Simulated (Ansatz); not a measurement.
## Bands of LaAs

```xyz
2
Lattice="0.0000 3.0625 3.0625 3.0625 0.0000 3.0625 3.0625 3.0625 0.0000" Properties=species:S:1:pos:R:3 pbc="T T T"
La    0.0000    0.0000    0.0000
As    3.0625    3.0625    3.0625
```

Atom numbers follow the list: La1, As2.

The cell is COD entry 9008656, as deposited and not checked against the literature; nothing was relaxed.

No spin–orbit coupling, which matters for the heavy atoms here.

The calculation used Ansatz 0.2.0, DFT, PBEsol, all-electron LAPW, scalar-relativistic.

Settings: a Γ-centred 12×12×12 k mesh, Fermi–Dirac smearing of 0.05 eV, basis error target 1 meV/atom, no spin polarisation.

Points in fractions of the reciprocal vectors of this cell: Γ (0, 0, 0), X (0.5, 0, 0.5), U (0.625, 0.25, 0.625), K (0.375, 0.375, 0.75), L (0.5, 0.5, 0.5), W (0.5, 0.25, 0.75). The path joins them by straight lines in the order Γ–X–U–K–Γ–L–W–X; legs that retrace an earlier one aren't tabulated. Energies are in eV from the Fermi level.

Task: Metal or insulator at this level of theory?

Result: No gap opens: metallic or semimetallic.

Task: Tabulate bands 23 to 29, counted from the lowest band of the run, along the path.

Result: 
```json
{"k (1/Å)": "0.00", "point": "Γ", "band 23": "-9.92", "band 24": "0.11", "band 25": "0.11", "band 26": "0.11", "band 27": "1.62", "band 28": "1.62", "band 29": "1.62"}
{"k (1/Å)": "0.15", "point": "", "band 23": "-9.84", "band 24": "-0.46", "band 25": "0.01", "band 26": "0.01", "band 27": "1.43", "band 28": "1.81", "band 29": "1.81"}
{"k (1/Å)": "0.29", "point": "", "band 23": "-9.63", "band 24": "-1.37", "band 25": "-0.16", "band 26": "-0.16", "band 27": "1.05", "band 28": "2.19", "band 29": "2.19"}
{"k (1/Å)": "0.44", "point": "", "band 23": "-9.42", "band 24": "-1.99", "band 25": "-0.28", "band 26": "-0.28", "band 27": "0.65", "band 28": "2.48", "band 29": "2.48"}
{"k (1/Å)": "0.59", "point": "", "band 23": "-9.34", "band 24": "-2.13", "band 25": "-0.30", "band 26": "-0.30", "band 27": "0.29", "band 28": "2.62", "band 29": "2.63"}
{"k (1/Å)": "0.73", "point": "", "band 23": "-9.40", "band 24": "-1.83", "band 25": "-0.26", "band 26": "-0.26", "band 27": "0.01", "band 28": "2.64", "band 29": "2.68"}
{"k (1/Å)": "0.88", "point": "", "band 23": "-9.51", "band 24": "-1.35", "band 25": "-0.20", "band 26": "-0.20", "band 27": "-0.16", "band 28": "2.64", "band 29": "2.68"}
{"k (1/Å)": "1.03", "point": "X", "band 23": "-9.56", "band 24": "-1.11", "band 25": "-0.22", "band 26": "-0.18", "band 27": "-0.18", "band 28": "2.65", "band 29": "2.68"}
{"k (1/Å)": "1.08", "point": "", "band 23": "-9.55", "band 24": "-1.11", "band 25": "-0.39", "band 26": "-0.20", "band 27": "-0.02", "band 28": "2.64", "band 29": "2.68"}
{"k (1/Å)": "1.13", "point": "", "band 23": "-9.52", "band 24": "-1.12", "band 25": "-0.59", "band 26": "-0.28", "band 27": "0.16", "band 28": "2.64", "band 29": "2.67"}
{"k (1/Å)": "1.18", "point": "", "band 23": "-9.48", "band 24": "-1.13", "band 25": "-0.81", "band 26": "-0.39", "band 27": "0.35", "band 28": "2.63", "band 29": "2.67"}
{"k (1/Å)": "1.23", "point": "", "band 23": "-9.42", "band 24": "-1.14", "band 25": "-1.05", "band 26": "-0.52", "band 27": "0.54", "band 28": "2.63", "band 29": "2.65"}
{"k (1/Å)": "1.28", "point": "", "band 23": "-9.36", "band 24": "-1.29", "band 25": "-1.16", "band 26": "-0.68", "band 27": "0.76", "band 28": "2.61", "band 29": "2.63"}
{"k (1/Å)": "1.34", "point": "", "band 23": "-9.28", "band 24": "-1.52", "band 25": "-1.17", "band 26": "-0.83", "band 27": "0.99", "band 28": "2.60", "band 29": "2.61"}
{"k (1/Å)": "1.39", "point": "U", "band 23": "-9.21", "band 24": "-1.76", "band 25": "-1.18", "band 26": "-0.99", "band 27": "1.24", "band 28": "2.58", "band 29": "2.58"}
{"k (1/Å)": "1.48", "point": "", "band 23": "-9.16", "band 24": "-1.87", "band 25": "-1.19", "band 26": "-1.08", "band 27": "1.42", "band 28": "2.50", "band 29": "2.62"}
{"k (1/Å)": "1.57", "point": "", "band 23": "-9.12", "band 24": "-1.97", "band 25": "-1.21", "band 26": "-1.16", "band 27": "1.69", "band 28": "2.38", "band 29": "2.65"}
{"k (1/Å)": "1.66", "point": "", "band 23": "-9.10", "band 24": "-2.03", "band 25": "-1.22", "band 26": "-1.21", "band 27": "1.96", "band 28": "2.20", "band 29": "2.67"}
{"k (1/Å)": "1.75", "point": "", "band 23": "-9.10", "band 24": "-2.03", "band 25": "-1.22", "band 26": "-1.21", "band 27": "1.96", "band 28": "2.20", "band 29": "2.67"}
{"k (1/Å)": "1.84", "point": "", "band 23": "-9.12", "band 24": "-1.97", "band 25": "-1.21", "band 26": "-1.16", "band 27": "1.69", "band 28": "2.38", "band 29": "2.65"}
{"k (1/Å)": "1.93", "point": "", "band 23": "-9.16", "band 24": "-1.87", "band 25": "-1.19", "band 26": "-1.08", "band 27": "1.42", "band 28": "2.50", "band 29": "2.62"}
{"k (1/Å)": "2.02", "point": "K", "band 23": "-9.21", "band 24": "-1.76", "band 25": "-1.18", "band 26": "-0.99", "band 27": "1.24", "band 28": "2.58", "band 29": "2.58"}
{"k (1/Å)": "2.17", "point": "", "band 23": "-8.99", "band 24": "-2.34", "band 25": "-1.37", "band 26": "-1.20", "band 27": "1.98", "band 28": "2.45", "band 29": "2.51"}
{"k (1/Å)": "2.33", "point": "", "band 23": "-8.90", "band 24": "-2.62", "band 25": "-1.56", "band 26": "-1.13", "band 27": "2.26", "band 28": "2.40", "band 29": "2.43"}
{"k (1/Å)": "2.48", "point": "", "band 23": "-8.99", "band 24": "-2.50", "band 25": "-1.53", "band 26": "-0.96", "band 27": "2.02", "band 28": "2.23", "band 29": "2.55"}
{"k (1/Å)": "2.64", "point": "", "band 23": "-9.25", "band 24": "-2.01", "band 25": "-1.25", "band 26": "-0.69", "band 27": "1.79", "band 28": "2.02", "band 29": "2.48"}
{"k (1/Å)": "2.79", "point": "", "band 23": "-9.57", "band 24": "-1.23", "band 25": "-0.77", "band 26": "-0.34", "band 27": "1.63", "band 28": "1.81", "band 29": "2.19"}
{"k (1/Å)": "2.95", "point": "", "band 23": "-9.83", "band 24": "-0.37", "band 25": "-0.20", "band 26": "-0.02", "band 27": "1.59", "band 28": "1.67", "band 29": "1.81"}
{"k (1/Å)": "3.10", "point": "Γ", "band 23": "-9.92", "band 24": "0.11", "band 25": "0.11", "band 26": "0.11", "band 27": "1.62", "band 28": "1.62", "band 29": "1.62"}
{"k (1/Å)": "3.23", "point": "", "band 23": "-9.86", "band 24": "-0.19", "band 25": "-0.07", "band 26": "-0.07", "band 27": "1.62", "band 28": "1.69", "band 29": "1.69"}
{"k (1/Å)": "3.36", "point": "", "band 23": "-9.67", "band 24": "-0.85", "band 25": "-0.45", "band 26": "-0.45", "band 27": "1.61", "band 28": "1.87", "band 29": "1.87"}
{"k (1/Å)": "3.49", "point": "", "band 23": "-9.40", "band 24": "-1.57", "band 25": "-0.87", "band 26": "-0.87", "band 27": "1.66", "band 28": "2.10", "band 29": "2.10"}
{"k (1/Å)": "3.61", "point": "", "band 23": "-9.10", "band 24": "-2.23", "band 25": "-1.24", "band 26": "-1.24", "band 27": "1.80", "band 28": "2.32", "band 29": "2.32"}
{"k (1/Å)": "3.74", "point": "", "band 23": "-8.82", "band 24": "-2.76", "band 25": "-1.51", "band 26": "-1.51", "band 27": "2.00", "band 28": "2.46", "band 29": "2.46"}
{"k (1/Å)": "3.87", "point": "", "band 23": "-8.62", "band 24": "-3.11", "band 25": "-1.68", "band 26": "-1.68", "band 27": "2.18", "band 28": "2.52", "band 29": "2.52"}
{"k (1/Å)": "3.99", "point": "L", "band 23": "-8.54", "band 24": "-3.24", "band 25": "-1.74", "band 26": "-1.74", "band 27": "2.26", "band 28": "2.54", "band 29": "2.54"}
{"k (1/Å)": "4.10", "point": "", "band 23": "-8.58", "band 24": "-3.17", "band 25": "-1.71", "band 26": "-1.71", "band 27": "2.25", "band 28": "2.52", "band 29": "2.54"}
{"k (1/Å)": "4.20", "point": "", "band 23": "-8.67", "band 24": "-2.99", "band 25": "-1.63", "band 26": "-1.61", "band 27": "2.22", "band 28": "2.46", "band 29": "2.55"}
{"k (1/Å)": "4.30", "point": "", "band 23": "-8.80", "band 24": "-2.73", "band 25": "-1.51", "band 26": "-1.48", "band 27": "2.16", "band 28": "2.36", "band 29": "2.58"}
{"k (1/Å)": "4.41", "point": "", "band 23": "-8.95", "band 24": "-2.42", "band 25": "-1.36", "band 26": "-1.35", "band 27": "2.11", "band 28": "2.24", "band 29": "2.62"}
{"k (1/Å)": "4.51", "point": "", "band 23": "-9.07", "band 24": "-2.11", "band 25": "-1.24", "band 26": "-1.23", "band 27": "2.07", "band 28": "2.13", "band 29": "2.66"}
{"k (1/Å)": "4.61", "point": "", "band 23": "-9.15", "band 24": "-1.87", "band 25": "-1.18", "band 26": "-1.17", "band 27": "2.06", "band 28": "2.07", "band 29": "2.70"}
{"k (1/Å)": "4.72", "point": "W", "band 23": "-9.18", "band 24": "-1.77", "band 25": "-1.16", "band 26": "-1.16", "band 27": "2.05", "band 28": "2.05", "band 29": "2.71"}
{"k (1/Å)": "4.79", "point": "", "band 23": "-9.20", "band 24": "-1.71", "band 25": "-1.17", "band 26": "-1.12", "band 27": "1.77", "band 28": "2.27", "band 29": "2.70"}
{"k (1/Å)": "4.87", "point": "", "band 23": "-9.26", "band 24": "-1.52", "band 25": "-1.17", "band 26": "-1.05", "band 27": "1.44", "band 28": "2.42", "band 29": "2.69"}
{"k (1/Å)": "4.94", "point": "", "band 23": "-9.33", "band 24": "-1.24", "band 25": "-1.16", "band 26": "-0.95", "band 27": "1.09", "band 28": "2.53", "band 29": "2.68"}
{"k (1/Å)": "5.01", "point": "", "band 23": "-9.42", "band 24": "-1.14", "band 25": "-0.89", "band 26": "-0.82", "band 27": "0.73", "band 28": "2.59", "band 29": "2.68"}
{"k (1/Å)": "5.08", "point": "", "band 23": "-9.49", "band 24": "-1.12", "band 25": "-0.65", "band 26": "-0.55", "band 27": "0.40", "band 28": "2.63", "band 29": "2.67"}
{"k (1/Å)": "5.16", "point": "", "band 23": "-9.54", "band 24": "-1.11", "band 25": "-0.44", "band 26": "-0.28", "band 27": "0.08", "band 28": "2.64", "band 29": "2.68"}
{"k (1/Å)": "5.23", "point": "X", "band 23": "-9.56", "band 24": "-1.11", "band 25": "-0.22", "band 26": "-0.18", "band 27": "-0.18", "band 28": "2.65", "band 29": "2.68"}
```
